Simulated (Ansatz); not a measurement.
ZnCdS2:
```cif
data_CdS2Zn
_chemical_formula_sum 'Zn1 Cd1 S2'
_space_group_name_H-M_alt 'P-4m2'
_space_group_IT_number 115
_space_group_name_Hall 'P -4 -2'
_cell_length_a 3.88306
_cell_length_b 3.88306
_cell_length_c 5.58922
_cell_angle_alpha 90.000
_cell_angle_beta 90.000
_cell_angle_gamma 90.000
loop_
_atom_site_label
_atom_site_type_symbol
_atom_site_symmetry_multiplicity
_atom_site_Wyckoff_symbol
_atom_site_fract_x
_atom_site_fract_y
_atom_site_fract_z
_atom_site_occupancy
Zn1 Zn 1 d 0.00000 0.00000 0.50000 1
Cd1 Cd 1 b 0.50000 0.50000 0.00000 1
S1 S 2 g 0.50000 0.00000 0.27556 1
```

Relaxed with LDA.

Question: Which orbitals make up the states near the band edges in plane-wave PAW LDA (Ansatz code)?

Answer: Top 1 eV of the valence band: S 3p 88 %. Bottom 1 eV of the conduction band: Cd 5s 30 %, S 3s 25 %, Zn 4s 23 %, S 3p 18 %. Projections are on Löwdin-orthogonalised atomic valence shells; empty p or d shells of many metals are not among them.

Question: Tabulate the density of states.

Answer: States/eV per cell of 4 atoms, in 0.25 eV bins, energy from the valence-band maximum.

```csv
E (eV),total,S 3p,Zn 3d,Cd 4d
-7.85,14.78,1.06,0.13,13.43
-7.60,17.61,0.80,0.46,16.03
-7.35,7.61,0.15,0.23,7.06
-7.10,0.00,0.00,0.00,0.00
-6.85,0.00,0.00,0.00,0.00
-6.60,7.81,0.64,6.99,0.09
-6.35,15.11,1.05,13.43,0.34
-6.10,16.37,0.36,15.18,0.41
-5.85,0.72,0.01,0.62,0.05
-5.60,0.00,0.00,0.00,0.00
-5.35,0.13,0.10,0.00,0.00
-5.10,1.01,0.64,0.06,0.02
-4.85,2.48,1.51,0.17,0.08
-4.60,3.46,2.05,0.23,0.12
-4.35,1.59,0.96,0.12,0.06
-4.10,1.85,1.08,0.15,0.07
-3.85,1.38,0.80,0.13,0.06
-3.60,1.00,0.59,0.09,0.05
-3.35,0.92,0.59,0.08,0.04
-3.10,1.51,1.18,0.09,0.06
-2.85,2.80,2.29,0.13,0.10
-2.60,2.68,2.19,0.12,0.10
-2.35,3.42,2.87,0.15,0.12
-2.10,3.52,3.00,0.15,0.11
-1.85,3.83,3.27,0.17,0.12
-1.60,3.72,3.18,0.17,0.12
-1.35,3.15,2.71,0.14,0.11
-1.10,2.94,2.55,0.11,0.12
-0.85,2.76,2.41,0.09,0.13
-0.60,2.44,2.15,0.09,0.11
-0.35,1.12,0.99,0.05,0.05
-0.10,0.27,0.24,0.01,0.01
0.15,0.00,0.00,0.00,0.00
0.40,0.00,0.00,0.00,0.00
0.65,0.00,0.00,0.00,0.00
0.90,0.00,0.00,0.00,0.00
1.15,0.00,0.00,0.00,0.00
1.40,0.00,0.00,0.00,0.00
1.65,0.01,0.00,0.00,0.00
1.90,0.04,0.01,0.00,0.00
2.15,0.08,0.02,0.00,0.00
2.40,0.12,0.03,0.00,0.00
2.65,0.20,0.04,0.00,0.00
2.90,0.44,0.09,0.00,0.00
3.15,1.07,0.20,0.00,0.00
3.40,1.60,0.27,0.00,0.00
3.65,2.29,0.36,0.00,0.00
3.90,3.10,0.51,0.01,0.01
4.15,2.90,0.50,0.01,0.01
4.40,2.64,0.47,0.01,0.00
4.65,2.30,0.40,0.00,0.00
4.90,1.40,0.24,0.00,0.00
5.15,1.68,0.27,0.00,0.00
5.40,2.71,0.37,0.00,0.00
5.65,3.31,0.38,0.00,0.00
5.90,3.22,0.33,0.00,0.00
6.15,1.69,0.11,0.00,0.00
```

The first step of the workflow began from a Materials Project structure, measured or hypothetical; the Crystallography Open Database copy checked does not list it. Its standing as an ambient phase is unchecked. Symmetry was held in the LDA relaxation; of distortions, only those at the zone centre were tested. Spin–orbit coupling is left out wherever it is not named.

Potentials: the later of the program's two PAW sets.
